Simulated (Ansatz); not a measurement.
A relaxed cell of SiC5 is given with its symmetry left out. The cell was found from a structure generator's guess, not taken from experiment.

Method: DFT PBE, scalar-relativistic, plane waves, PAW (Ansatz). Cutoff 420 eV, Γ-centred mesh, Gaussian smearing, no spin polarisation.

```yaml
crystal:
  lattice:
    - [3.59627, 0.00000, 0.00000]
    - [-1.79814, 3.11446, 0.00000]
    - [0.00000, 0.00000, 8.24553]
  atoms:
    - { symbol: Si, position: [0.00000, 0.00000, 0.50000] }
    - { symbol: C, position: [0.00000, 0.77480, 0.00000] }
    - { symbol: C, position: [0.77480, 0.00000, 0.00000] }
    - { symbol: C, position: [0.22520, 0.22520, 0.00000] }
    - { symbol: C, position: [0.33333, 0.66667, 0.50000] }
    - { symbol: C, position: [0.66667, 0.33333, 0.50000] }
```

The zero of energy is the elements' standard structures at the same level; no fitted shifts are applied.

Q: Find its symmetry and describe it.

A: P-62m (No. 189). Conventional cell: a = 3.596 Å, c = 8.246 Å. Around Si lie 6 C at 2.08 Å; C on a site of symmetry m2m has 2 C at 1.40 Å; C on a site of symmetry -6 is surrounded by 3 C at 2.08 Å and 3 Si at 2.08 Å.

Q: How far does it lie from the elements in energy?

A: +2.99 eV/atom. It can't be a ground state, since the elements alone are lower.

Q: Is it a metal?

A: Yes, bands cross the Fermi level on the 12×12×6 mesh.

The last run used a 12×12×6 mesh (in the run's order of axes) for its 6-atom cell and Gaussian smearing of 0.10 eV. Weakly bound directions are ill-defined at this level, which has no dispersion term. The reference form of C is held partly by dispersion forces, which this level lacks. A structure relaxed within its symmetry needn't be a true minimum. Another cell of SiC5 relaxed alike, in P-62m, lies 2.60 eV/atom lower, so this cell isn't the stable form at this level.
